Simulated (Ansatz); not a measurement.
Data:

MgCu₂O₄:
```
MgCu2O4
1.0
    3.05368     0.00000     0.00000
    0.00000     9.85313     0.00000
    0.00000     0.00000     9.05852
Mg Cu O
4 8 16
Cartesian
  2.68989   1.49903   2.26463
  0.36379   8.35410   6.79389
  2.68989   3.42754   6.79389
  0.36379   6.42559   2.26463
  1.07040   3.79562   0.63047
  1.98329   6.05751   8.42805
  1.98329   6.05751   5.15973
  1.07040   3.79562   3.89879
  1.07040   1.13095   8.42805
  1.98329   8.72218   0.63047
  1.98329   8.72218   3.89879
  1.07040   1.13095   5.15973
  1.92452   5.36715   3.47096
  1.12916   4.48598   5.58756
  1.12916   4.48598   8.00022
  1.92452   5.36715   1.05830
  1.92452   9.41255   5.58756
  1.12916   0.44058   3.47096
  1.12916   0.44058   1.05830
  1.92452   9.41255   8.00022
  0.00659   2.46328   4.52926
  3.04709   7.38985   4.52926
  3.04709   7.38985   0.00000
  0.00659   2.46328   0.00000
  1.14929   1.97533   6.79389
  1.90439   7.87780   2.26463
  1.14929   2.95124   2.26463
  1.90439   6.90189   6.79389
```

This is the r²SCAN-relaxed structure. Cartesian axes are those of the cell as given.

Task: All from plane-wave PAW r²SCAN (Ansatz code), unless another level is named. Predict the formation energy from the elements (no fitted shifts).

Result: -1.26 eV/atom.

Task: Next, the band gap?

Result: 0.69 eV (indirect).

Task: What about the smallest direct gap on the standard path?

Result: 0.83 eV.

Task: Next, the valence-band maximum?

Result: off the standard path, at k = (0.000, 0.385, 0.417) in fractions of the reciprocal vectors.

Task: Predict the conduction-band minimum.

Result: on the Γ–X line, 67 % of the way from Γ (k = 0.333, 0.000, 0.000 in fractions of the reciprocal vectors) (2 equivalent valleys).

Space group Pbcm. The workflow started from a Materials Project entry (that database holds measured and hypothetical structures alike); the Crystallography Open Database copy checked does not list it. Its standing as an ambient phase is unchecked. The cell was relaxed with r²SCAN under the symmetry of its start; its stability against distortions is not shown here. The run is not spin-polarised. No Hubbard U is applied. The references are the lowest solids computed at this level, not always the standard phases (solids in place of the gases).

Potentials: the later of the program's two PAW sets.
